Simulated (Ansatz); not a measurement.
SnSe:
```
CELL_PARAMETERS angstrom
      4.28927     0.00000     0.00000
     -2.14463     3.71462     0.00000
      0.00000     0.00000    10.48969
ATOMIC_POSITIONS crystal
  Sn 0.00000 0.33343 0.66667
  Sn 0.66657 0.66657 0.00000
  Sn 0.33343 0.00000 0.33333
  Se 0.00000 0.33334 0.16667
  Se 0.66666 0.66666 0.50000
  Se 0.33334 0.00000 0.83333
```

Relaxed with PBE. Special points in fractions of this cell's reciprocal vectors: Γ (0.000, 0.000, 0.000); M (0.500, 0.000, 0.000); K (0.333, 0.333, 0.000); A (0.000, 0.000, 0.500); L (0.500, 0.000, 0.500); H (0.333, 0.333, 0.500).

List the band energies nearest the Fermi level at these points for PBE in the plane-wave PAW code Ansatz.

In eV from the Fermi level; about four levels below and three above (degenerate sets whole), none deeper than 8.9 eV; points with the same levels are listed once.

```tsv
k	below	above
Γ	-2.18 -2.17 -2.17 -2.17 -0.78 -0.78	1.19 1.19 1.61 1.61 1.61 1.61
M	-2.68 -2.68 -1.48 -1.48	1.39 1.39 2.11 2.11
K	-2.93 -2.93 -2.93 -2.05 -2.05 -2.05	2.35 2.35 2.35
A	-2.08 -2.08 -1.66 -1.66 -0.19	0.30 1.06 1.06
L	-3.02 -3.02 -2.08 -2.08 -0.18	0.31 1.07 1.08
H	-3.99 -3.99 -3.99 -1.02 -1.02 -1.02	1.06 1.06 1.06
```

Space group Fm-3m (rock salt). The start of the workflow was typed in or built on a structure type; the Crystallography Open Database files this formula in space group No. 225, but the cells were not matched. It is not the phase usual at ambient conditions (space group No. 62). The PBE relaxation kept the symmetry of its start; its stability against distortions is not shown here. Point labels and valley counts follow the cell and symmetry of the run, lower than the named group. The Fermi level of a semimetal is unsure by some 0.05 eV on such meshes. Spin–orbit coupling is left out wherever it is not named.

Potentials: the later of the program's two PAW sets.
